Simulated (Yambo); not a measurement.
```
Ba2ScTaO6
1.0
    0.00000     4.15743     4.15743
    4.15743     0.00000     4.15743
    4.15743     4.15743     0.00000
O Sc Ba Ta
6 1 2 1
Cartesian
  2.01694   4.15743   4.15743
  6.29792   4.15743   4.15743
  4.15743   2.01694   4.15743
  4.15743   6.29792   4.15743
  4.15743   4.15743   2.01694
  4.15743   4.15743   6.29792
  4.15743   4.15743   4.15743
  2.07871   2.07871   2.07871
  6.23614   6.23614   6.23614
  0.00000   0.00000   0.00000
```

Ba$_{2}$ScTaO$_{6}$ (space group Fm-3m, No. 225): mean Im ε in 1 eV windows above the direct gap of 4.81 eV, for different electron-hole kernels (Yambo, broadening 0.15 eV, PBEsol (pw.x of Quantum ESPRESSO, ONCV potentials, scalar-relativistic) bands; 4×4×4 mesh, 15 valence and 14 conduction bands, static screening with 91 bands and a 3 Ry block, scissor 1.78 eV, Tamm-Dancoff; field along x).

```tsv
window (eV)	independent quasiparticles	RPA (no attraction)	BSE
4.8 to 5.8	1.2	0.9	4.7
5.8 to 6.8	3.5	2.6	5.4
6.8 to 7.8	5.8	5.2	3.7
```

This run doesn't resolve bound excitons or single peaks, so only averages are given, and they too depend on the mesh; weight that the attraction moves below the gap isn't listed. All transitions below 8.20 eV are in the band window. The scissor comes from a G0W0 run whose convergence isn't established.

Without spin-orbit coupling, band edges of such heavy elements can be off by tenths of an eV.

Geometry of the Materials Project entry, not relaxed at this level.

The structure is a Materials Project entry; no match was found in the copy of COD used, and its stability was not checked.
